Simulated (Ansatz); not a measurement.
HgS:
```yaml
crystal:
  lattice:
    - [4.15768, 0.00000, 0.00000]
    - [-2.07884, 3.60066, 0.00000]
    - [0.00000, 0.00000, 6.77763]
  atoms:
    - { symbol: Hg, position: [0.66667, 0.33333, 0.00100] }
    - { symbol: Hg, position: [0.33333, 0.66667, 0.50100] }
    - { symbol: S, position: [0.66667, 0.33333, 0.62420] }
    - { symbol: S, position: [0.33333, 0.66667, 0.12420] }
```

Relaxed with PBEsol. Special points in fractions of this cell's reciprocal vectors: Γ (0.000, 0.000, 0.000); M (0.500, 0.000, 0.000); K (0.333, 0.333, 0.000); A (0.000, 0.000, 0.500); L (0.500, 0.000, 0.500); H (0.333, 0.333, 0.500).

**Question.** List the band energies nearest the Fermi level at these points for DFT-PBEsol in the program Ansatz with PAW potentials.

**Answer.** In eV from the Fermi level; about four levels below and three above (degenerate sets whole), none deeper than 8.9 eV; points with the same levels are listed once.

```tsv
k	below	above
Γ	-0.52 -0.10 -0.01 -0.01	1.29 5.91 5.91
M	-3.14 -2.32 -1.48 -0.99	2.27 2.81 4.81
K	-3.58 -2.13 -2.13 -1.90	3.46 3.46 4.44
A	-0.50 -0.50 -0.50 -0.50	1.39 1.39 5.36 5.36
L	-1.69 -1.69 -1.67 -1.67	2.33 2.33 4.72 4.72
H	-2.76 -2.76 -1.46 -1.46	3.05 3.05 5.61 5.61
```

Space group P6_3mc (wurtzite). The cell is a constructed one: a structure type filled with these elements; the Crystallography Open Database copy checked does not list it. COD files the formula under space group No. 152, 154, 166, 216, so this cell is another polymorph or a model. Its standing as an ambient phase is unchecked. Symmetry was held in the PBEsol relaxation; of distortions, only those at the zone centre were tested. The Fermi level of a semimetal is unsure by some 0.05 eV on such meshes. Spin–orbit coupling is left out wherever it is not named.

Potentials: the later of the program's two PAW sets.
